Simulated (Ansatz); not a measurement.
LiCl:
```
LiCl
1.0
    3.89452     0.00000     0.00000
   -1.94726     3.37276     0.00000
    0.00000     0.00000     6.22775
Li Cl
2 2
Cartesian
  1.94726   1.12425   5.46841
  0.00000   2.24850   2.35454
  1.94726   1.12425   3.09475
  0.00000   2.24850   6.20862
```

Relaxed with r²SCAN. Special points in fractions of this cell's reciprocal vectors: Γ (0.000, 0.000, 0.000); M (0.500, 0.000, 0.000); K (0.333, 0.333, 0.000); A (0.000, 0.000, 0.500); L (0.500, 0.000, 0.500); H (0.333, 0.333, 0.500).

### Question
List the band energies nearest the valence-band maximum at these points for plane-wave PAW r²SCAN (Ansatz code).

### Answer
In eV from the valence-band maximum; about four levels below and three above (degenerate sets whole), none deeper than 8.9 eV; points with the same levels are listed once.

| k | below | above |
|---|---|---|
| Γ | -0.42 -0.42 -0.08 -0.08 0.00 | 6.68 8.98 10.72 10.72 |
| M | -1.20 -0.96 -0.61 -0.36 | 8.44 8.57 9.85 |
| K | -1.25 -1.25 -1.01 -0.85 -0.85 | 8.26 10.02 10.78 10.78 |
| A | -0.26 -0.26 -0.26 -0.26 | 8.03 8.03 10.92 10.92 10.92 10.92 |
| L | -0.68 -0.68 -0.61 -0.61 | 8.00 8.00 10.60 10.60 |
| H | -1.48 -1.48 -0.43 -0.43 | 9.44 9.44 9.45 9.45 |

Space group P6_3mc (wurtzite). The workflow started from a Materials Project entry (that database holds measured and hypothetical structures alike); the Crystallography Open Database copy checked does not list it. It is not the phase usual at ambient conditions (space group No. 225). Symmetry was held in the r²SCAN relaxation; of distortions, only those at the zone centre were tested.

Potentials: the later of the program's two PAW sets.
